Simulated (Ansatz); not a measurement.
Notes on InTe$_{2}$Cl

```xyz
4
Lattice="2.1971 3.8055 0.0000 -2.1971 3.8055 0.0000 0.0000 -2.5370 7.7135" Properties=species:S:1:pos:R:3 pbc="T T T"
Te    0.0000    0.0000    5.6232
Te    0.0000    5.0739    2.0904
Cl    0.0000    2.5370    3.8568
In    0.0000    0.0000    0.0000
```

The numbers come from plane-wave PAW DFT (Ansatz): PBE, no spin polarisation, 420 eV, 9×9×9 Γ-centred k points, fermi-dirac occupations (width 0.0602 eV). Nothing was relaxed.

Task: What do density and ELF say about some of the short contacts?

Result: Te–Cl at 3.09 Å: least valence density 0.18 e/Å³ and ELF 0.21 there. Te–In at 3.29 Å: least valence density 0.17 e/Å³ and ELF 0.44 there. These are pseudo-fields; inside the PAW spheres they differ from the all-electron ones.

Task: Is there a gap?

Result: It is a metal, with about 5.2 states/eV a cell as the mean within 0.25 eV of the Fermi level, mostly Te p (74 %) and Cl p (17 %).

Task: What is the formation energy?

Result: 0.10 eV an atom against the elements' usual phases (free molecules for gases, crystals otherwise, with no correction for O₂ or N₂), so at this geometry it isn't bound against them. Relaxing would lower it.

Task: Which atom feels the largest force, and which way?

Result: The largest is on Te2 (and as large on other atoms): 1.59 eV/Å, components (0.00, 0.00, -1.59). It makes 125° with the line to a nearest neighbour, Cl3 at 3.09 Å.

Task: Which element gives electrons and which takes them?

Result: Bader charges in e: In +0.55, Te -0.05, Cl -0.46. In the mean In gives up most and Cl takes most.

Origin: a known structure type with other elements, at an estimated volume, so it need not be a known compound. Caveats: many states at the Fermi level without spin polarisation, so a magnetic state may lie lower; atoms or cell far from equilibrium.
